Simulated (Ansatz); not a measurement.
The start is a relaxed Mg cell shaken by Gaussian noise of σ = 0.08 Å a coordinate. A full variable-cell relaxation at zero pressure is run with PBEsol (plane waves to 420 eV, PAW, scalar-relativistic; Ansatz, a program for electronic structure). The first steps use a coarse 6×6×6 k-mesh.

The start:
```yaml
crystal:
  lattice:
    - [5.68730, 0.00000, 0.00000]
    - [0.00000, 5.68730, 0.00000]
    - [0.00000, 0.00000, 5.68730]
  atoms:
    - { symbol: Mg, position: [0.24270, 0.97558, 0.50728] }
    - { symbol: Mg, position: [0.75373, 0.02208, 0.50665] }
    - { symbol: Mg, position: [0.98569, 0.50073, 0.25065] }
    - { symbol: Mg, position: [0.00294, 0.47718, 0.76580] }
    - { symbol: Mg, position: [0.50283, 0.26118, 0.97886] }
    - { symbol: Mg, position: [0.49914, 0.74346, 0.02664] }
    - { symbol: Mg, position: [0.98161, 0.98268, 0.97690] }
    - { symbol: Mg, position: [0.49424, 0.49690, 0.51002] }
```

Task: By how much does the energy per atom fall from start to end?

Result: 0.02 eV/atom.

Task: Does it find its way back to the structure it was made from?

Result: It relaxes back to the parent, Pm-3n (No. 223).

Task: What band gap does the relaxed structure have at this level?

Result: Zero (metallic).

Relaxed structure:

Space group Pm-3n (No. 223); a = 5.687 Å, b = 5.687 Å, c = 5.687 Å, α = 90.00°, β = 90.00°, γ = 90.00°

| atom | site | symmetry | x | y | z |
|---|---|---|---|---|---|
| Mg | 6c | -4m.2 | 0.0000 | 0.5000 | 0.2500 |
| Mg | 2a | m-3. | 0.0000 | 0.0000 | 0.0000 |

Final values are on a 8×8×8 k-mesh of the relaxed cell. No spin polarisation in the result.

The relaxed structure here is a generated cell of Mg: the first start was made by placing the elements on the sites of a structure type, and the end was not matched to a known phase here, so it may be hypothetical. Known forms of Mg include space group No. 194.
